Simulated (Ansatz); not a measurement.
Kick test of a cell of Ta2Nb3B

The cell was found from a structure generator's guess, not taken from experiment.

Theory: Ansatz 0.2.0, DFT PBE, scalar-relativistic, plane waves, PAW. Plane waves to 420 eV, a k mesh through Γ of 10×10×4 on the computed 6-atom cell and Gaussian smearing (0.10 eV); no spin polarisation.

The cell below (6 atoms, space group P4/mmm (No. 123)) is relaxed within its symmetry.

```
Ta Nb B
1.0
     3.24652    0.00000    0.00000
     0.00000    3.24652    0.00000
     0.00000    0.00000    9.16311
Ta Nb B
2 3 1
Direct
  0.00000 0.00000 0.31639
  0.00000 0.00000 0.68361
  0.50000 0.50000 0.13393
  0.50000 0.50000 0.50000
  0.50000 0.50000 0.86607
  0.00000 0.00000 0.00000
```

For the test a repeat of it with 12 atoms (edges 3.25, 6.49, 9.16 Å) was strained at random (σ = 1.5 % a component), the atoms were moved at random (σ = 0.15 Å), and all was relaxed again on a coarse 6×4×4 mesh (in the run’s order of axes) with 0.20 eV smearing, with no symmetry imposed.

Spin–orbit coupling, which can matter for Ta, is left out.

Problem. Does it come back?

Solution. It returns, within 1 meV/atom of the unmoved cell on that mesh and with the same symmetry when read at 0.1 Å. So it is stable against the distortions that fit this cell and that this random move excites. Modes that don't fit the cell aren't tested.
